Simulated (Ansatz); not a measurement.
Computed with Ansatz, DFT PBE, scalar-relativistic, plane waves, PAW. Cutoff 420 eV, Γ-centred meshes of about 0.25 Å⁻¹ or finer for metals and 0.3 Å⁻¹ for insulators (2π included), Gaussian smearing. No spin polarisation.

All energies are static (0 K, no zero-point motion).

Two relaxed structures of SnBi2O5:

A.

Space group Cmc2_1 (No. 36). a = 16.639 Å, b = 5.729 Å, c = 5.615 Å, α = 90.00°, β = 90.00°, γ = 90.00°
| atom | site | symmetry | x | y | z |
| --- | --- | --- | --- | --- | --- |
| Sn | 4a | m.. | 0.0000 | 0.2013 | 0.2442 |
| Bi | 8b | 1 | 0.8264 | 0.2934 | 0.7871 |
| O | 4a | m.. | 0.0000 | 0.1170 | 0.5908 |
| O | 8b | 1 | 0.8984 | 0.3519 | 0.1604 |
| O | 8b | 1 | 0.7492 | 0.0217 | 0.0001 |

B.

Space group I-4m2 (No. 119). a = 3.787 Å, b = 3.787 Å, c = 17.106 Å, α = 90.00°, β = 90.00°, γ = 90.00°
```csv
atom,site,symmetry,x,y,z
Sn,2a,-4m2,0.0000,0.0000,0.0000
Bi,4e,2mm.,0.0000,0.0000,0.3434
O,2d,-4m2,0.5000,0.0000,0.2500
O,4f,2mm.,0.0000,0.5000,0.4108
O,4f,2mm.,0.5000,0.0000,0.4379
```

Problem. Which form is favoured at zero pressure, and by what margin per atom?

Solution. A is lower, by 115 meV/atom. A has space group Cmc2_1 (No. 36), 16.7 Å³/atom and a gap of 1.70 eV on its mesh; B has space group I-4m2 (No. 119), 15.3 Å³/atom and a gap of 0.80 eV. Counting O atoms around Bi and Sn (those within 1.25 times the shortest such distance or 1.15 times the sum of covalent radii, 1.27 where that leaves under three; a plus sign parts nearer from farther groups), A has Sn 4, Bi 5 and B has Sn 4+4, Bi 2+4. The lower one is the more open, so pressure narrows the difference. In A, around Sn lie 4 O at 1.96–2.02 Å; around Bi lie 5 O at 2.17–2.46 Å and 1 O at 2.74 Å; around O on a site of symmetry m lie 2 Sn at 2.00–2.02 Å; 2 more sites not described. In B, Sn has 4 O at 2.17 Å and 4 O at 2.43 Å; Bi is surrounded by 2 O at 2.22 Å and 4 O at 2.48–2.49 Å; O on a site of symmetry -4m2 is surrounded by 4 Bi at 2.48 Å; 2 more sites not described. Both come from trial cells of a structure search, whose lowest cell (Pmmn, 15.2 Å³/atom) lies 61 meV/atom below the lower of the two.

Spin–orbit coupling, which can matter for Bi, is left out. Kohn–Sham gaps at this level usually fall short of measured ones. The missing spin–orbit coupling can work the other way here. Cells relaxed within their symmetry can be saddle points. Some types were kept out of the candidates beforehand, so the set may lack a known form.
